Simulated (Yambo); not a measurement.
K₂Te (anti-fluorite, space group Fm-3m, No. 225), G0W0@PBEsol in Yambo with this input:

```
rim_cut
gw0
dyson
el_el_corr
HF_and_locXC
ppa
em1d
RandQpts= 1000000
RandGvec= 1 Ry
EXXRLvcs= 80 Ry
VXCRLvcs= 320 Ry
Chimod= "HARTREE"
% BndsRnXp
 1 | 380 |
%
NGsBlkXp= 7 Ry
% LongDrXp
 1.0 | 1.0 | 1.0 |
%
PPAPntXp= 27.2114 eV
% GbndRnge
 1 | 380 |
%
GTermKind= "BG"
DysSolver= "n"
ExtendOut
```

On a 2×2×2 mesh, with wavefunctions cut at 80 Ry, the gap (L → Γ) is 3.644 eV and the valence edge shifts by -1.487 eV.

### Question
What happens with this change: no random integration?

### Answer
The gap falls by 0.104 eV, to 3.540 eV; the shift of the valence edge becomes -1.228 eV. Neither run is shown to be the converged limit.

The standard potential for Te keeps a d shell in the valence without the s and p states of that shell. In tests on such compounds this moved G0W0 gaps by up to about 0.9 eV, so absolute quasiparticle energies here are unreliable; differences between settings are what counts.

Spin-orbit coupling is included.

Geometry relaxed with PBEsol; primitive cell a = b = c = 5.720 Å, α = β = γ = 60.00°.

A shift is the quasiparticle energy of the state minus its PBEsol energy.
